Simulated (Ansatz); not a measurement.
GaP (zinc blende)

```xyz
2
Lattice="0.0000 2.7192 2.7192 2.7192 0.0000 2.7192 2.7192 2.7192 0.0000" Properties=species:S:1:pos:R:3 pbc="T T T"
P      1.3596     1.3596     1.3596
Ga     0.0000     0.0000     0.0000
```

E(V) scan at fixed shape, V₀ the volume above. Symmetry pins the atoms to their sites.

Calculation: PBEsol (plane waves to 420 eV, PAW, scalar-relativistic; Ansatz, a quantum-chemistry and plane-wave program). k mesh 11×11×11 (Γ-centred), Fermi-Dirac smearing 0.05 eV. Energies are smeared free energies. GaP was relaxed with its symmetry unable to fall. The zero of ΔE is the relaxed starting cell.

```csv
V (Å³/atom),ΔE (meV/atom)
18.900,21.5
19.201,11.8
19.503,5.1
19.805,1.2
20.106,0.0
20.408,1.2
20.709,4.5
21.011,9.9
21.313,17.2
```

Question: What is the fitted pressure derivative B₀′?

Answer: 4.5.

Question: What bulk modulus B₀ follows from a third-order Birch-Murnaghan fit?

Answer: 84.9 GPa. Check by three points about V = 20.106 Å³/atom, step 0.302: d²E/dV² ≈ (1.2 − 2·0.0 + 1.2) meV / 0.302² = 0.0264 eV/Å⁶, and V·d²E/dV² × 160.2 = 85.0 GPa.

(A scan under strain: stresses follow from slopes of the energy per volume, elastic moduli from its curvatures.)
